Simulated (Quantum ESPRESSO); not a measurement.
Field gradients of K₃NaBr₄ from a PBE PAW density (pw.x of a modified build of Quantum ESPRESSO, JTH datasets) with the all-electron reconstruction of Petrilli and co-workers. The input of pw.x:

```
&CONTROL
  calculation = 'scf'
  prefix = 'x'
  pseudo_dir = './pseudo'
  outdir = './out'
  tprnfor = .true.
/
&SYSTEM
  ibrav = 0
  nat = 8
  ntyp = 3
  ecutwfc = 60
  ecutrho = 240
  occupations = 'fixed'
  nbnd = 36
/
&ELECTRONS
  conv_thr = 1e-11
/
ATOMIC_SPECIES
Na 22.990 Na.GGA_PBE-JTH.UPF
Br 79.904 Br.GGA_PBE-JTH.UPF
K 39.098 K.GGA_PBE-JTH.UPF
CELL_PARAMETERS angstrom
    6.565429524000     0.000000000000     0.000000000000
    0.000000000000     6.565429524000     0.000000000000
    0.000000000000     0.000000000000     6.565429524000
ATOMIC_POSITIONS crystal
Na     0.000000000000     0.000000000000     0.000000000000
Br     0.500000000000     0.000000000000     0.000000000000
K      0.000000000000     0.500000000000     0.500000000000
Br     0.500000000000     0.500000000000     0.500000000000
K      0.500000000000     0.000000000000     0.500000000000
Br     0.000000000000     0.000000000000     0.500000000000
K      0.500000000000     0.500000000000     0.000000000000
Br     0.000000000000     0.500000000000     0.000000000000
K_POINTS automatic
4 4 4 0 0 0
```
The cell was made here from a computed Materials Project entry: one of 4 K replaced by Na, cell and atoms relaxed (PBE without dispersion, pw.x of Quantum ESPRESSO, symmetry kept). The parent is KBr in Fm-3m. The swapped cell is a model, not a known phase. Stability against distortions was not tested.

Vzz is the sum of three terms, each taken along its main axis: the smooth valence density, the ions (nucleus and frozen core) with the augmentation charges of all other spheres, and the all-electron minus smooth density in the atom's own sphere. The split hangs on the datasets.  Cores are frozen. Against all-electron runs on small test molecules, this scheme's |Vzz| missed by −5 % on Br.

```tsv
site	smooth valence density	ions and other spheres	own sphere	Vzz (a.u.)
Br1 (atoms 2, 6, 8)	0.064	-0.051	(withheld)	(withheld)
```

### Question
Complete the blanks.

### Answer

- Br1 (atoms 2, 6, 8), own sphere: 0.521
- Br1 (atoms 2, 6, 8), Vzz (a.u.): 0.534
